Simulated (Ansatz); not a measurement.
Data:

CeO2:
Space group P4₂/mnm (No. 136); a = b = 5.1079 Å, c = 3.6228 Å, α = β = γ = 90.00°

```csv
atom,site,symmetry,x,y,z
Ce,2a,m.mm,0.0000,0.0000,0.0000
O,4f,m.2m,0.3122,0.3122,0.0000
```

This is the r²SCAN-relaxed structure.

Task: All from r²SCAN in the plane-wave PAW code Ansatz, unless another level is named. Predict the Born charges (a third of the trace).

Result: Ce +5.67, O -2.84 e.

Task: What about the Bader charges?

Result: Ce +2.40, O -1.20 e.

Task: Predict the electronic dielectric constant ε∞ (DFPT).

Result: 5.38 (xx = yy), 6.28 (zz).

Task: And the static dielectric constant ε0 (ions relaxed, cell fixed)?

Result: 26.1 (xx = yy), 27.2 (zz).

Space group P4_2/mnm (rutile). The first step of the workflow began from a Materials Project structure, measured or hypothetical; the Crystallography Open Database copy checked does not list it. It is not the phase usual at ambient conditions (space group No. 225). The r²SCAN relaxation kept the symmetry of its start; whether a distortion lowers the energy is not shown. The run is not spin-polarised. The 4f shell is in the valence. No Hubbard U is applied. Spin–orbit coupling is left out wherever it is not named.

Potentials: the later of the program's two PAW sets.
